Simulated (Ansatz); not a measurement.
Input and command of a plane-wave DFT calculation in Ansatz:

```yaml
crystal:
  lattice:
    - [4.3106191286, 0.0, 0.0]
    - [-2.1553095643, 3.7331056714, 0.0]
    - [0.0, 0.0, 2.7520276596]
  atoms:
    - { symbol: Ru, position: [0.3333333333, 0.6666666667, 0.5] }
    - { symbol: Ru, position: [0.6666666667, 0.3333333333, 0.5] }
    - { symbol: W, position: [0.0, 0.0, 0.0] }
basis:
  ecutwfc: 420
kpoints:
  mp_grid: { grid: [6, 6, 6] }
hamiltonian:
  xc: pbe
scf:
  occupations: { method: gaussian, width: 0.1 }
  lower_state_search: "off"
output:
  forces: true
  stress: true
  eigenvalues: true
relax:
  adjacent_minimum: "off"
  f_tol: 0.04
  max_steps: 70
  cell: { stress_tol: 0.4 }
```

```bash
ansatz run input.yaml --threads 1 --pin off --max-ram 2560MiB --backend cpu --events-out ev --progress --plain --runs-dir out
```

Processor: Arm Neoverse V2, 1 thread, on a host shared with other jobs.

**Question.** Estimate time, memory and problem size.

**Answer.** About 8.4 s on 1 thread of Arm Neoverse V2, with other jobs on the host, peak memory 0.33 GiB. It solves 28 bands at 28 k points (the mesh reduced by the symmetry that the task leaves, which can be less than the crystal's) with about 915 plane waves (on the last cell), in 26 SCF iterations over 4 ionic steps.
